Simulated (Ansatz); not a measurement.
BeS (zinc blende, F-43m), plane-wave PAW PBE (Ansatz code). The conduction-band minimum lies at X, with 3 equivalent valleys. Second derivatives d²E/dk² of the lowest band at one valley (eV·Å²), along Cartesian directions:

| direction | d²E/dk² |
|---|---|
| [100] | 9.111 |
| [010] | 26.26 |
| [001] | 26.26 |
| [110] | 17.69 |
| [101] | 17.69 |
| [011] | 26.23 |

Q: Find the principal effective masses, the density-of-states mass and the conductivity mass.

A: Off-diagonal terms follow from H_xy = H[110] − (H_xx + H_yy)/2, and m*/mₑ = 7.620 eV·Å² over each eigenvalue: 0.29, 0.29, 0.84. One valley's DOS mass (m₁m₂m₃)^(1/3) = 0.41, conductivity mass 3/(Σ 1/mᵢ) = 0.37 mₑ.

Q: What effective density of states Nc follows at 300 K for parabolic valleys?

A: Nc = 2.509e19 × 3 × (0.41)^(3/2) ≈ 2.0e19 cm⁻³.

Q: With the computed static dielectric constant 7.28 (mean of the diagonal), estimate a hydrogenic donor's binding energy and radius.

A: E = 13.606 eV × 0.37/7.28² ≈ 95 meV; a = 0.529 Å × ε/m* ≈ 10 Å. Semilocal masses tend to be too small where the gap is.

Q: With ε∞ = 5.25 and ω_LO = 657 cm⁻¹, what Fröhlich coupling constant follows?

A: α = (1/ε∞ − 1/ε0) √(m* × 13.606 eV/ħω_LO) = 0.42.

Symmetry was held in the PBE relaxation; phonons on a q-mesh show no instability.

Potentials: the later of the program's two PAW sets.
